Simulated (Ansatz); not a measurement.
Cs2Pt3Se4:
```cif
data_Cs8Pt12Se16
_chemical_formula_sum 'Cs8 Pt12 Se16'
_space_group_name_H-M_alt 'Fmmm'
_space_group_IT_number 69
_space_group_name_Hall '-F 2 2'
_cell_length_a 6.67866
_cell_length_b 11.42518
_cell_length_c 14.11611
_cell_angle_alpha 90.000
_cell_angle_beta 90.000
_cell_angle_gamma 90.000
loop_
_atom_site_label
_atom_site_type_symbol
_atom_site_symmetry_multiplicity
_atom_site_Wyckoff_symbol
_atom_site_fract_x
_atom_site_fract_y
_atom_site_fract_z
_atom_site_occupancy
Cs1 Cs 8 i 0.00000 0.00000 0.35284 1
Pt1 Pt 8 e 0.25000 0.25000 0.00000 1
Pt2 Pt 4 a 0.00000 0.00000 0.00000 1
Se1 Se 16 m 0.00000 0.16754 0.11109 1
```
(The calculation used a cell of 9 atoms; values per cell refer to that cell.)

Relaxed with r²SCAN. DFT-r²SCAN in the program Ansatz with PAW potentials gives a gap of 1.52 eV.

**Question.** What gap does HSE06 give on the same cell (Ansatz, PAW)?

**Answer.** 2.22 eV, 0.70 eV more. The hybrid was solved on a coarser mesh and at special points; its gap is the smallest among all of these.

| k | v1 r²SCAN | c1 r²SCAN | v1 HSE06 | c1 HSE06 |
|---|---|---|---|---|
| Γ | -0.34 | 2.13 | -0.49 | 2.87 |
| T | 0.00 | 1.66 | … | … |
| Z | -0.33 | 2.20 | -0.47 | 2.96 |
| Y | -0.32 | 1.83 | … | … |
| Σ0 | -0.09 | 1.71 | … | … |
| A0 | -0.31 | 1.65 | … | … |
| L | -0.23 | 1.79 | -0.24 | 2.56 |

**Question.** Top valence (v1) and lowest conduction level (c1) in eV from each method's valence maximum (which need not be a listed point): supply the withheld HSE06 values.

**Answer.** 
- Y, v1 HSE06: -0.34
- Y, c1 HSE06: 2.57
- A0, v1 HSE06: -0.24
- A0, c1 HSE06: 2.39
- T, v1 HSE06: 0.00
- T, c1 HSE06: 2.43
- Σ0, v1 HSE06: -0.08
- Σ0, c1 HSE06: 2.47

Cost on shared cores: the r²SCAN run (SCF on a 5×5×5 mesh, then bands and DOS) roughly 4 core-minutes, the HSE06 run (SCF on 3×3×3, then a few points) about 8 core-minutes (a rough figure); the tasks are unlike.

The first step of the workflow began from a Materials Project structure, measured or hypothetical; the Crystallography Open Database copy checked does not list it. Its standing as an ambient phase is unchecked. Symmetry was held in the r²SCAN relaxation; its stability against distortions is not shown here. No spin polarisation was allowed. Spin–orbit coupling is left out wherever it is not named.

Potentials: the later of the program's two PAW sets.
